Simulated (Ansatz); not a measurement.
The cell below belongs to a search over invented structures; it isn't taken from experiment.

Input and command of a plane-wave DFT calculation in Ansatz:

```yaml
crystal:
  lattice:
    - [2.5932858, -3.908722, 0.0]
    - [2.5932858, 3.908722, 0.0]
    - [0.0, 0.0, 7.36717654]
  atoms:
    - { symbol: Sm, position: [0.5, 0.5, 0.0] }
    - { symbol: Ta, position: [0.8097661, 0.1902339, 0.0] }
    - { symbol: Ta, position: [0.1902339, 0.8097661, 0.0] }
    - { symbol: Ta, position: [0.0, 0.0, 0.5] }
    - { symbol: Cl, position: [0.26235648, 0.73764352, 0.5] }
    - { symbol: Cl, position: [0.73764352, 0.26235648, 0.5] }
basis:
  ecutwfc: 690
kpoints:
  mp_grid: { grid: [4, 4, 2] }
hamiltonian:
  xc: pbe
  pseudopotentials:
    kind: paw
    azcp: { Sm: "pseudopotentials/pbe/nc/lanthanide_3plus/Sm.nc.azcp" }
scf:
  occupations: { method: gaussian, width: 0.2 }
  lower_state_search: "off"
output:
  forces: true
  stress: true
  eigenvalues: true
relax:
  adjacent_minimum: "off"
  f_tol: 0.08
  max_steps: 16
  cell: { stress_tol: 0.8 }
```

```bash
ansatz run input.yaml --threads 1 --pin off --max-ram 2816MiB --backend cpu --events-out ev --progress --plain --runs-dir out
```

Processor: Arm Neoverse V1, 1 thread, on a host shared with other jobs.

Task: How long does it run, and how much memory does it take?

Result: About 2.6 min, peak memory 0.55 GiB. It solves 39 bands at 14 k points (after reduction by symmetry) with about 5439 plane waves (on the last cell), in 91 SCF iterations over 12 ionic steps.

With its 4f electrons in the core of a norm-conserving potential, the lanthanide is trivalent by construction, without f bands, f moments or other valences.
